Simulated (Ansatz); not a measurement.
Values for one crystal, relaxed and computed with DFT-PBE in the program Ansatz with PAW potentials; other levels are named.

* **Volume per atom**: 16.42 Å³
* **Band gap**: 0.80 eV (direct)
* **Formation energy from the elements (no fitted shifts)**: 819 meV/atom
* **Conduction-band minimum**: at Γ
* **Hole effective mass, band 1 of 2 at the edge**: 1.2 along z (mₑ)
* **Hole effective mass with spin–orbit coupling**: 0.16, 0.16, 1.3 mₑ (principal values)
* **Pressure derivative B′**: 4.7

Problem. Pick the material that matches.
A) AlN, wurtzite
B) WSe2, P6_3/mmc (W on 2c, Se on 4f)
C) AlGaAs2, P-4m2 (Pearson symbol tP8)
D) SnC, wurtzite

Solution. D, SnC, wurtzite

Space group P6_3mc (wurtzite). The start of the workflow was typed in or built on a structure type; neither database checked (COD, Materials Project) lists it. Whether it is the stable phase at ambient conditions was not checked. The cell was relaxed with PBE under the symmetry of its start; its stability against distortions is not shown here. Its formation energy is positive at this level, so the cell may be metastable or incomplete. The references are the lowest solids computed at this level, not always the standard phases. Scalar-relativistic: spin–orbit coupling is off unless named, which matters more the heavier the elements.

Potentials: the earlier of the program's two PAW sets.
